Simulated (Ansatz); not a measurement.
# Ba2SrWO6: computed property card

Ba₂SrWO₆:
```yaml
crystal:
  lattice:
    - [5.17458, 2.99399, 0.00000]
    - [-5.17458, 2.99399, 0.00000]
    - [-3.48712, 0.00000, 5.01051]
  atoms:
    - { symbol: Ba, position: [0.24726, 0.75274, 0.23824] }
    - { symbol: Ba, position: [0.75274, 0.24726, 0.76176] }
    - { symbol: Sr, position: [0.00000, 0.00000, 0.50000] }
    - { symbol: W, position: [0.50000, 0.50000, 0.00000] }
    - { symbol: O, position: [0.22838, 0.31803, 0.17266] }
    - { symbol: O, position: [0.77162, 0.68197, 0.82734] }
    - { symbol: O, position: [0.31803, 0.22838, 0.82734] }
    - { symbol: O, position: [0.68197, 0.77162, 0.17266] }
    - { symbol: O, position: [0.71851, 0.28149, 0.29737] }
    - { symbol: O, position: [0.28149, 0.71851, 0.70263] }
```

Space group C2/m (No. 12); conventional cell a = 10.349 Å, b = 5.988 Å, c = 6.105 Å, α = 90.00°, β = 124.84°, γ = 90.00°.

Method: plane-wave PAW PBEsol (Ansatz code). Structure relaxed to zero pressure with the same functional. Other levels are named where they apply.

Cell and energy:

- Volume per atom = 15.53 Å³
- Density = 6.87 g/cm³
- Formation energy from the elements (no fitted shifts) = -2.79 eV/atom

Electronic structure:

- Band gap = 2.84 eV (indirect)
- Valence-band maximum = at A (k = 0.000, 0.000, 0.500 in fractions of the reciprocal vectors)
- Conduction-band minimum = at Y2 (k = 0.500, 0.500, 0.000 in fractions of the reciprocal vectors)
- Smallest direct gap on the standard path = 3.05 eV
- Electron effective mass = 0.56, 0.66, 2.0 mₑ (principal values)
- Electron effective mass with spin–orbit coupling = 0.57, 0.68, 2.0 mₑ (principal values)
- Hole effective mass = 1.2, 3.6, 4.2 mₑ (principal values)
- Hole effective mass with spin–orbit coupling = 1.2, 3.6, 4.2 mₑ (principal values)
- HSE06 gap on the PBEsol cell = 4.29 eV
- Gap with spin–orbit coupling = 2.83 eV

Mechanics:

- Bulk modulus (Birch–Murnaghan fit): 111 GPa
- Pressure derivative B′: 4.8
- Elastic constants (relaxed ions, GPa): C11 = 194, C22 = 176, C33 = 171, C12 = 61.1, C13 = 86.3, C23 = 92.5, C44 = 25.3, C55 = 58.6, C66 = 22.4, C15 = 10.0, C25 = -16.4, C35 = -17.7, C46 = -9.8
- Mechanical stability: stable (all eigenvalues of C positive)
- Hill bulk and shear moduli: 113 and 35.9 GPa
- Young's modulus: 97.4 GPa
- Poisson's ratio: 0.36
- Debye temperature from the elastic constants: 307 K

Dielectric response:

- Electronic dielectric constant ε∞ (DFPT): 4.51 (xx), 4.49 (yy), 4.51 (zz)
- Born charges (a third of the trace): Ba +2.76, Sr +3.14, W +7.14, O -2.63 e

Charges:

* **Bader charges**: Ba +1.54, Sr +1.54, W +2.97, O -1.27 to -1.26 e

The workflow started from a Materials Project entry (that database holds measured and hypothetical structures alike); the Crystallography Open Database copy checked does not list it. Its standing as an ambient phase is unchecked. The cell was relaxed with PBEsol under the symmetry of its start; whether a distortion lowers the energy is not shown. The run is not spin-polarised. No Hubbard U is applied. The references are the lowest solids computed at this level, not always the standard phases (solids in place of the gases). Spin–orbit coupling is left out wherever it is not named.

Potentials: the later of the program's two PAW sets.
